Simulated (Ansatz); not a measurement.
Ansatz (a quantum-chemistry and plane-wave program) input:

Ansatz 0.2 input:
```yaml
crystal:
  lattice:
    - [0.0, 4.1156199895, 4.1156199895]
    - [4.1156199895, 0.0, 4.1156199895]
    - [4.1156199895, 4.1156199895, 0.0]
  atoms:
    - { symbol: Ge, position: [0.625, 0.625, 0.625] }
    - { symbol: Ge, position: [0.125, 0.625, 0.625] }
    - { symbol: Ge, position: [0.625, 0.125, 0.625] }
    - { symbol: Ge, position: [0.625, 0.625, 0.125] }
    - { symbol: Ge, position: [0.25, 0.25, 0.25] }
    - { symbol: Ge, position: [0.0, 0.0, 0.0] }
    - { symbol: N, position: [0.866882289, 0.866882289, 0.866882289] }
    - { symbol: N, position: [0.399353133, 0.866882289, 0.866882289] }
    - { symbol: N, position: [0.866882289, 0.399353133, 0.866882289] }
    - { symbol: N, position: [0.866882289, 0.866882289, 0.399353133] }
    - { symbol: N, position: [0.383117711, 0.383117711, 0.383117711] }
    - { symbol: N, position: [0.850646867, 0.383117711, 0.383117711] }
    - { symbol: N, position: [0.383117711, 0.850646867, 0.383117711] }
    - { symbol: N, position: [0.383117711, 0.383117711, 0.850646867] }
kpoints:
  mp_grid: { grid: [5, 5, 5] }
basis: { xc_grid: 2 }
hamiltonian:
  xc: pbesol
  pseudopotentials: { kind: paw }
scf:
  occupations: { method: fixed }
output:
  optics: { e_range: [0.0, 15.0], de: 0.05, sigma: 0.1, bands: { spectra_wanted_up_to: 12 eV } }
```

Output (shortened):

```
output.optics: the spectra are integrated over the Brillouin zone by k·p interpolation around the k-points, where levels, occupations, output.optics.sigma and …
Pseudopotential: Ge, paw, valence charge 14
Pseudopotential: N, paw, valence charge 5
Functional definition: PBEsol
Crystal: 14 atoms, lattice volume = 139.423 Å³
Basis set: ecut = 420 eV, 2733 PW (Γ), exchange–correlation on 80×80×80 points (8 copies of the dense FFT grid, shifted against one another)
Bands: 76, of which v1, the nominal top of the filled ones, is band 62 counted from 1 (61 counted from 0)
Symmetry: 48 space group operations
Space group: Fd-3m (ITA 227), of the structure as read, at distance tolerance 5.2e-5 Å
k-points: 10 of 125
SCF iter   1: F=—  HF=-28550.288876 eV  |F-HF|=—  |Δ(HF+E_count)|=         —  Δρ=1.20e-2  dr2=1.83e-1  ethr=1.77e-3  ⟨swp⟩=5.0  Hψ=2488  notcnv=0  defer=116
preconditioner: auto → Resta (q_TF=auto, 2.676 Å⁻¹)
SCF iter   2: F=—  HF=-28550.228328 eV  |F-HF|=—  |Δ(HF+E_count)|=   6.05e-2  Δρ=2.12e-3  dr2=4.87e-3  ethr=1.48e-4  ⟨swp⟩=2.0  Hψ=1111  notcnv=0  defer=117
SCF iter   3: F=—  HF=-28550.227076 eV  |F-HF|=—  |Δ(HF+E_count)|=   1.25e-3  Δρ=8.88e-4  dr2=7.16e-4  ethr=3.93e-6  ⟨swp⟩=2.0  Hψ=1326  notcnv=0  defer=117
SCF iter   4: F=—  HF=-28550.227083 eV  |F-HF|=—  |Δ(HF+E_count)|=   6.69e-6  Δρ=3.60e-4  dr2=1.23e-4  ethr=5.77e-7  ⟨swp⟩=3.0  Hψ=1472  notcnv=0  defer=101
SCF iter   5: F=—  HF=-28550.227079 eV  |F-HF|=—  |Δ(HF+E_count)|=   3.79e-6  Δρ=6.32e-5  dr2=5.38e-6  ethr=9.94e-8  ⟨swp⟩=2.6  Hψ=1257  notcnv=0  defer=79
SCF iter   6: F=—  HF=-28550.227102 eV  |F-HF|=—  |Δ(HF+E_count)|=   2.25e-5  Δρ=1.32e-5  dr2=1.49e-7  ethr=4.34e-9  ⟨swp⟩=2.1  Hψ=940  notcnv=0  defer=77
SCF iter   7: F=—  HF=-28550.227102 eV  |F-HF|=—  |Δ(HF+E_count)|=   1.13e-7  Δρ=3.75e-6  dr2=1.73e-8  ethr=1.20e-10  ⟨swp⟩=2.0  Hψ=1303  notcnv=0  defer=77
SCF iter   8: F=—  HF=-28550.227102 eV  |F-HF|=—  |Δ(HF+E_count)|=   2.18e-8  Δρ=1.12e-6  dr2=1.11e-9  ethr=1.39e-11  ⟨swp⟩=2.0  Hψ=1303  notcnv=0  defer=77
SCF iter  10: F=-28550.227102 eV  HF=-28550.227102 eV  |F-HF|=3.64e-12  |Δ(HF+E_count)|=  3.64e-11  Δρ=3.09e-8  dr2=1.53e-12  ethr=1.00e-12  ⟨swp⟩=11.7  Hψ=2614  notcnv=0
SCF 1 converged in 10 iterations: F = -28550.227102 eV  dr2 = 1.53e-12
NSCF: frozen V_eff on 10 k-points
Optics k sum: 0 of 10 k-points
Optics k sum: 1 of 10 k-points
Optics k sum: 2 of 10 k-points
Optics k sum: 3 of 10 k-points
Optics k sum: 4 of 10 k-points
Optics k sum: 5 of 10 k-points
Optics k sum: 6 of 10 k-points
Optics k sum: 7 of 10 k-points
Optics k sum: 8 of 10 k-points
Optics k sum: 9 of 10 k-points
Optics k sum: 10 of 10 k-points
Optics k sum: 0 of 10 k-points
Optics k sum: 1 of 10 k-points
Optics k sum: 2 of 10 k-points
Optics k sum: 3 of 10 k-points
Optics k sum: 4 of 10 k-points
Optics k sum: 5 of 10 k-points
Optics k sum: 6 of 10 k-points
Optics k sum: 7 of 10 k-points
Optics k sum: 8 of 10 k-points
Optics k sum: 9 of 10 k-points
Optics k sum: 10 of 10 k-points
NSCF: frozen V_eff on 1 k-points
NSCF: frozen V_eff on 1 k-points
NSCF: frozen V_eff on 1 k-points
NSCF: frozen V_eff on 1 k-points
output.optics: what the bands over the 107 summed would add to eps1, eps2 and the energy-loss function is held between a lower and an upper bound (6 Lanczos …
SCF converged after 10 iterations
Free energy (F): -28550.227102 eV
Harris-Foulkes:  -28550.227102 eV  (|F-HF|=3.64e-12)
Internal energy: -28550.227102 eV  (E = F + TS)
E sigma→0 (E₀):  -28550.227102 eV
Fermi energy:    11.906010 eV
--- Per-component energies (eV) ---
  E_band       = -380.964072
  E_kinetic    = 1729.523518
  E_local      = -13899.650115  (includes V_loc(G=0)·N_el)
  E_nonlocal   = 2919.590432
  E_hartree    = 5977.813394
  E_xc         = -927.695800
  E_vxc        = -1000.619658  (∫ρ·V_xc dr)
  E_paw        = -12886.282771  (= ΣΔE_a)
  E_vpaw       = -2085.438365  (= ΣTr[D̂ρ^β])
  E_aug_tail   = 0.003287  (compensation charges beyond the density's cutoff)
  E_ewald      = -11469.261453
  E_core_change = 5.732408  (= ΣΔE_core)
  E_smearing   =  0.000000  (= −TS)
  E_closure    =  0.000000  (closes the sum)
  Σ components = -28550.227102   (vs F -28550.227102, Δ=0.00e0)
  [band-id]    e_kinetic+e_local+e_nonlocal+2·e_hartree+e_vxc+e_vpaw+e_augmentation_tail = -380.964115   (vs E_band -380.964072, Δ=-4.27e-5)
--- Band table (eV; the first three rows and the last of 10) ---
  k-point 0: bands = ["-12.3777", "-12.3777", "-12.3777", "-12.3657", "-12.3657", "-12.3657", "-12.2814", "-12.2814", "-12.2739", "-12.2739", "-12.0296", "-12.0296", "-12.0296", "-11.9589", "-11.9036", "-11.9036", "-11.8013", "-11.8013", "-11.8013", …
  k-point 1: bands = ["-12.3766", "-12.3766", "-12.3730", "-12.3697", "-12.3667", "-12.3667", "-12.2812", "-12.2812", "-12.2743", "-12.2743", "-12.0287", "-12.0124", "-12.0124", "-11.9466", "-11.9010", "-11.9010", "-11.8135", "-11.8135", "-11.8033", …
  k-point 2: bands = ["-12.3764", "-12.3743", "-12.3743", "-12.3689", "-12.3689", "-12.3649", "-12.2806", "-12.2806", "-12.2750", "-12.2750", "-12.0284", "-11.9753", "-11.9753", "-11.9180", "-11.8983", "-11.8983", "-11.8434", "-11.8434", "-11.8267", …
  k-point 9: bands = ["-12.3769", "-12.3769", "-12.3733", "-12.3709", "-12.3652", "-12.3638", "-12.2792", "-12.2789", "-12.2768", "-12.2763", "-11.9963", "-11.9753", "-11.9385", "-11.9370", "-11.8874", "-11.8832", "-11.8747", "-11.8431", "-11.8360", …
```

Cost: roughly 70 core-seconds on shared cores.

The cell was relaxed with PBEsol under the symmetry of its start. Spin–orbit coupling is left out wherever it is not named.

Potentials: the later of the program's two PAW sets.

Ansatz is a plane-wave DFT program.
